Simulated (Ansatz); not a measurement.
AlB2W2 in space group Cmmm (No. 65; Al on 2a, W on 4j, B on 4i) at seven volumes, DFT-PBEsol in the program Ansatz with PAW potentials, shape and atoms relaxed at each. One row is withheld.

```csv
V (Å³/atom),P (GPa)
10.015,30.84
10.345,18.86
10.676,8.68
11.006,0.00
11.336,-7.34
11.666,-13.53
11.996,?
```

Fit the shown pressures and predict the withheld one.

Third-order Birch–Murnaghan: P = (3/2)B₀(x^(7/2) − x^(5/2))[1 + (3/4)(B′ − 4)(x − 1)] with x = (V₀/V)^(2/3). Least squares on the six rows gives V₀ = 11.007 Å³/atom, B₀ = 264.9 GPa, B′ = 4.42. At V = 11.996, x = 0.9443 and P = -18.85 GPa. The run itself gave -18.73 GPa.

The start of the workflow was typed in or built on a structure type; neither database checked (COD, Materials Project) lists it. Whether it is the stable phase at ambient conditions was not checked. The cell was relaxed with PBEsol under the symmetry of its start; its stability against distortions is not shown here. The run is not spin-polarised. Spin–orbit coupling is left out wherever it is not named.

Potentials: the later of the program's two PAW sets.
